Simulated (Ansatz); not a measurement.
Relaxed-ion elastic tensor of Al (fcc (Cu type), Fm-3m) in GPa (Voigt order), DFT-LDA in the program Ansatz with PAW potentials; density 2.84 g/cm³, 15.80 Å³ per atom.

```csv
,1,2,3,4,5,6
1,122,65.1,65.1,0.0,0.0,0.0
2,65.1,122,65.1,0.0,0.0,0.0
3,65.1,65.1,122,0.0,0.0,0.0
4,0.0,0.0,0.0,35.9,0.0,0.0
5,0.0,0.0,0.0,0.0,35.9,0.0
6,0.0,0.0,0.0,0.0,0.0,35.9
```

### Question
Is the crystal mechanically stable?

### Answer
Yes: the smallest eigenvalue of C is 35.9 GPa.

### Question
Work out the Voigt, Reuss and Hill averages.

### Answer
K_V = 83.9, K_R = 83.9, K_H = 83.9; G_V = 32.9, G_R = 32.4, G_H = 32.6 GPa.

### Question
Give Young's modulus, Poisson's ratio, Pugh's ratio and the universal anisotropy index.

### Answer
E = 9KG/(3K + G) = 86.6 GPa; ν = 0.33; K/G = 2.57 (ductile by the Pugh limit of 1.75); A_U = 5G_V/G_R + K_V/K_R − 6 = 0.07.

### Question
Estimate the sound speeds and the Debye temperature.

### Answer
v_l = √((K + 4G/3)/ρ) = 6700 m/s, v_t = √(G/ρ) = 3390 m/s, mean 3800 m/s; Θ = (h/k)(3n/4πV)^(1/3) v_m = 451 K.

### Question
Give the Zener ratio and Young's modulus along [100], [110] and [111].

### Answer
A = 2C44/(C11 − C12) = 1.27; 1/E = S11 − 2(S11 − S12 − S44/2)Γ with Γ = 0, 1/4, 1/3 gives 76.1, 89.0, 94.4 GPa.

### Question
Solve the Christoffel equation for the three sound speeds along [100], [110], [111].

### Answer
Eigenvalues of C_ijkl n_j n_l equal ρv². In km/s, slowest first: [100] 3.56, 3.56, 6.55; [110] 3.16, 3.56, 6.75; [111] 3.30, 3.30, 6.82.

The cell was relaxed with LDA under the symmetry of its start. As this level gives no gap, shear constants depend on the k-mesh and smearing (Fermi–Dirac, 0.1 eV here).

Potentials: the later of the program's two PAW sets.
